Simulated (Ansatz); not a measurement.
The relaxed structure here is a generated cell of B6As: the first start was made by a random draw of sites in a space group, and the end was not matched to a known phase here, so it may be hypothetical.

A relaxed structure of B$_{6}$As. Space group I-42m (No. 121). Level of theory: r2SCAN (plane waves to 500 eV, PAW, scalar-relativistic; Ansatz, a first-principles code).

```cif
data_AsB6
_chemical_formula_sum 'As1 B6'
_space_group_name_H-M_alt 'P 1'
_space_group_IT_number 1
_cell_length_a 4.39443
_cell_length_b 4.39443
_cell_length_c 4.39443
_cell_angle_alpha 118.710
_cell_angle_beta 118.710
_cell_angle_gamma 92.249
loop_
_space_group_symop_operation_xyz
  'x, y, z'
loop_
_atom_site_label
_atom_site_type_symbol
_atom_site_fract_x
_atom_site_fract_y
_atom_site_fract_z
_atom_site_occupancy
As1 As 0.00000 0.00000 0.00000 1
B1 B 0.25829 0.25829 0.71606 1
B2 B 0.54223 0.54223 0.28394 1
B3 B 0.74171 0.45777 0.00000 1
B4 B 0.45777 0.74171 0.00000 1
B5 B 0.50000 0.00000 0.50000 1
B6 B 0.00000 0.50000 0.50000 1
```

| Quantity | Result |
|---|---|
| Volume per atom | 8.73 Å³ |
| Band gap | zero (metallic) |
| Shortest distances | B–B 1.76 Å; As–B 2.24 Å |
| k-mesh | 15×15×15 |

Band energies at high-symmetry points (eV from the Fermi level; labels of this space group; no spin-orbit coupling), from −5 eV up to 5.0 eV:

```json
[
 {"point": "Γ", "energies": "-4.06 -2.92 -2.75 -1.69 -1.69 -1.27 -0.26"},
 {"point": "X", "energies": "-4.57 -3.79 -1.49 -0.80 -0.62 0.06 1.63 1.90 2.16 3.23 4.77"},
 {"point": "P", "energies": "-4.93 -4.55 -3.77 -3.77 -3.31 -0.04 -0.04 -0.04 0.67 4.25 4.25"},
 {"point": "N", "energies": "-4.63 -0.94 -0.93 0.21 1.45 2.79 4.74"},
 {"point": "M", "energies": "-4.66 -4.66 -2.83 -1.75 1.76 2.15 2.82 2.95 2.95 4.41"},
 {"point": "S", "energies": "-1.71 -1.43 1.16 1.55 2.34 2.37 4.18 4.99"},
 {"point": "S0", "energies": "-1.71 -1.43 1.16 1.55 2.34 2.37 4.18 4.99"},
 {"point": "R", "energies": "-3.84 -2.58 -1.91 0.86 1.29 2.27 3.33 4.03"}
]
```

No spin polarisation in the result. The relaxed primitive cell holds an odd number of electrons. A magnetic state may lie lower.

The run could not lose the symmetry of its start: the end is stationary, and may be a saddle point rather than a minimum.
